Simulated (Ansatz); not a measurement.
**Equation of state of RbLuS₂ from a dense series**

```xyz
4
Lattice="1.9955 1.1521 7.6127 -1.9955 1.1521 7.6127 0.0000 -2.3042 7.6127" Properties=species:S:1:pos:R:3 pbc="T T T"
Rb    0.0000    0.0000    0.0000
Lu    0.0000    0.0000   11.4190
S     0.0000    0.0000    5.2596
S     0.0000    0.0000   17.5784
```

Atoms are numbered in the order listed.

The cell is a measured one (Crystallography Open Database entry 4030790); the temperature and pressure of the measurement aren't taken into account, and nothing was relaxed.

No spin–orbit coupling, which matters for the heavy atoms here.

These are results of DFT, PBEsol, all-electron LAPW, scalar-relativistic (Ansatz 0.2.0), not measurements.

Numerical set-up: a Γ-centred 9×9×9 k mesh, Fermi–Dirac smearing of 0.01 eV, basis error target 1 meV/atom, no spin polarisation.

The cell is scaled evenly. Fractional coordinates are held (clamped ions).

```
V (Å³/atom)  P (GPa)
     24.677     1.42
     25.727    -1.03
     25.990    -1.56
     26.252    -2.07
     26.515    -2.55
     26.778    -3.00
     27.303    -3.84
     27.828    -4.60
```

(1) Fit a third-order Birch–Murnaghan curve to the pressures.

(2) Predict the pressure at the withheld volume, 25.202 Å³/atom.

Answers

(1) P = (3B0/2)(y^(7/2) − y^(5/2))[1 + (3/4)(B0′ − 4)(y − 1)] with y = (V0/V)^(2/3) fits within 0.01 GPa for V0 = 25.259 Å³/atom, B0 = 58.1 GPa and B0′ = 4.17.

(2) There y = 1.0015, so the fit gives 0.13 GPa; the run gave 0.13 GPa.
